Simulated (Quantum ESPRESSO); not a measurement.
Simulation results for Zn$_{3}$ClO$_{2}$F (made-up cell, one site empty)

Calculation on a made-up crystal cell, not a measurement: periodic Kohn-Sham density functional theory in plane waves with PseudoDojo standard norm-conserving scalar-relativistic pseudopotentials, each functional with its own files (v0.5 for PBE, v0.4.1 for LDA and PBEsol), no spin polarisation, no spin-orbit coupling, atoms not relaxed, stress positive in tension, energies less a fixed whole-eV offset for each atom's element; levels are Kohn-Sham levels at fractions of this cell's reciprocal vectors, counted from the reference band (half the neutral cell's valence electrons, rounded up) at Gamma; error bars cover cutoff and k-mesh only, not smearing or the files; each bar is the largest change over components, and at least 0.002 eV, 0.002 eV per angstrom or 0.02 GPa; added strain carries the atoms with the cell, and shear is the tensor component; energies are for the whole cell, and the offsets were chosen from early runs and are not element reference energies. Program: Quantum ESPRESSO 7.5.

Entry: Zn$_{3}$ClO$_{2}$F (made-up cell, one site empty)

Unstrained structure:
```xyz
7
Lattice="3.4330 0.0111 -0.0258 0.0193 5.9439 -0.0382 -0.0422 -0.0360 5.5898" Properties=species:S:1:pos:R:3 Zn3ClO2F
Zn     0.0480     0.0335     0.1609
Zn     1.6561     3.0509     0.0201
Zn     1.6557     0.9956     2.8069
O     -0.0463     0.1039     2.1533
F      1.7031     3.0330     2.0843
Cl     1.6143     0.9855     4.8353
O      0.0165     3.9313     4.8057
```

- lattice type: wurtzite
- empty site: 4
- functional: pbe
- cutoff: 1143 eV
- fermi dirac smearing: 0.025 eV
- scf tolerance: 1e-07 eV
- electrons removed: 0
- added strain kind: zz
- added strain: -0.0158
- k mesh: 5 x 4 x 4, shifted by half a step
- structure shown: before the added strain of -0.0158
- free energy less offsets: 9.192 eV
- scf iterations: 12
- smearing term minus ts: 0 eV
- pressure: 2.156 GPa
- stress xx: -0.09953 GPa
- stress yy: 2.721 GPa
- stress zz: -9.09 GPa
- stress yz: 1.094 GPa
- stress xz: 0.5749 GPa
- stress xy: -0.9136 GPa
- reference band: 43
- error bar energy: 0.002 eV
- error bar stress: 0.03349 GPa
- error bar force: 0.002037 eV/Å
- error bar next band up: 0.002 eV
- error bars from: tighter rerun of a related cell

Atoms:
```csv
atoms element,atom site,atom energy offset (eV)
Zn,1,-5687
Zn,2,-5687
Zn,3,-5687
O,5,-452
F,6,-677
Cl,7,-449
O,8,-452
```

Forces:
```csv
site,x (eV/Å),y (eV/Å),z (eV/Å)
1,-1.08,-4.323,2.267
2,0.2816,3.961,0.4101
3,0.1884,-0.2364,-5.464
5,-0.05426,1.542,-0.5645
6,-0.003855,-1.406,-0.6081
7,1.025,0.1542,1.863
8,-0.3564,0.3072,2.096
```

Levels:
```csv
level k point,next band up (eV)
Gamma,1.421
"(1/2,1/2,1/2)",3.588
"(0.15,0,0)",2.109
"(0,0.15,0)",1.657
"(0,0,0.15)",1.703
```
